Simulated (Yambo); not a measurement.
Absorption of LiMgBN$_{2}$ (space group I-4m2, No. 119) with and without the electron-hole interaction (Yambo, PBEsol bands; 8×8×8 mesh, 6 valence and 4 conduction bands, static screening with 36 bands and a 3 Ry block, scissor 1.77 eV, Tamm-Dancoff; field along x). Axes are Cartesian, with cell vectors (Å) (-1.91, 1.91, 4.44), (1.91, -1.91, 4.44), (1.91, 1.91, -4.44).

| E (eV) | Im ε, BSE | Im ε, independent quasiparticles |
|---|---|---|
| 3.26 | 0.06 | 0.02 |
| 3.37 | 0.06 | 0.02 |
| 3.47 | 0.07 | 0.03 |
| 3.57 | 0.07 | 0.03 |
| 3.67 | 0.08 | 0.03 |
| 3.77 | 0.09 | 0.03 |
| 3.87 | 0.10 | 0.03 |
| 3.97 | 0.11 | 0.03 |
| 4.07 | 0.14 | 0.03 |
| 4.17 | 0.17 | 0.04 |
| 4.27 | 0.20 | 0.04 |
| 4.37 | 0.24 | 0.04 |
| 4.47 | 0.32 | 0.04 |
| 4.57 | 0.49 | 0.05 |
| 4.67 | 0.81 | 0.05 |
| 4.77 | 0.97 | 0.06 |
| 4.87 | 0.83 | 0.07 |
| 4.97 | 0.77 | 0.08 |
| 5.07 | 0.73 | 0.10 |
| 5.17 | 0.72 | 0.13 |
| 5.27 | 0.77 | 0.18 |
| 5.37 | 0.88 | 0.23 |
| 5.47 | 1.09 | 0.27 |
| 5.57 | 1.46 | 0.30 |
| 5.68 | 2.05 | 0.33 |
| 5.78 | 3.20 | 0.33 |
| 5.88 | 4.09 | 0.32 |
| 5.98 | 3.66 | 0.31 |
| 6.08 | 3.65 | 0.29 |
| 6.18 | 3.92 | 0.32 |
| 6.28 | 3.05 | 0.37 |
| 6.38 | 2.51 | 0.42 |
| 6.48 | 2.70 | 0.44 |
| 6.58 | 3.17 | 0.50 |
| 6.68 | 3.48 | 0.66 |
| 6.78 | 2.95 | 0.87 |
| 6.88 | 2.67 | 0.96 |
| 6.98 | 2.93 | 0.91 |
| 7.08 | 3.39 | 0.91 |
| 7.18 | 3.45 | 1.09 |
| 7.28 | 3.39 | 1.31 |
| 7.38 | 3.01 | 1.47 |
| 7.48 | 2.57 | 1.47 |
| 7.58 | 2.46 | 1.55 |
| 7.68 | 2.50 | 1.57 |
| 7.78 | 2.45 | 1.73 |
| 7.89 | 2.27 | 2.02 |
| 7.99 | 2.26 | 2.37 |
| 8.09 | 2.50 | 2.77 |
| 8.19 | 2.54 | 2.85 |
| 8.29 | 2.45 | 2.92 |
| 8.39 | 2.45 | 3.18 |
| 8.49 | 2.57 | 3.24 |
| 8.59 | 2.72 | 3.11 |
| 8.69 | 2.70 | 3.22 |
| 8.79 | 2.56 | 3.47 |
| 8.89 | 2.48 | 3.57 |
| 8.99 | 2.56 | 3.60 |
| 9.09 | 2.87 | 3.51 |
| 9.19 | 2.92 | 3.37 |
| 9.29 | 2.68 | 3.20 |
| 9.39 | 2.55 | 3.02 |
| 9.49 | 2.50 | 2.98 |
| 9.59 | 2.33 | 3.04 |
| 9.69 | 2.01 | 3.25 |
| 9.79 | 1.90 | 3.34 |
| 9.89 | 1.87 | 3.48 |
| 9.99 | 1.81 | 3.73 |
| 10.10 | 1.75 | 3.70 |

The scissor comes from a G0W0 run whose convergence isn't established. Broadening 0.15 eV. The band window holds all transitions up to 10.2 eV. Fine structure above the onset can come from the mesh.

Geometry of the Materials Project entry, not relaxed at this level; primitive cell a = 5.200 Å, b = 5.200 Å, c = 5.200 Å, α = 136.91°, β = 136.91°, γ = 62.58°.

The structure is a Materials Project entry; no match was found in the copy of COD used, and its stability was not checked.
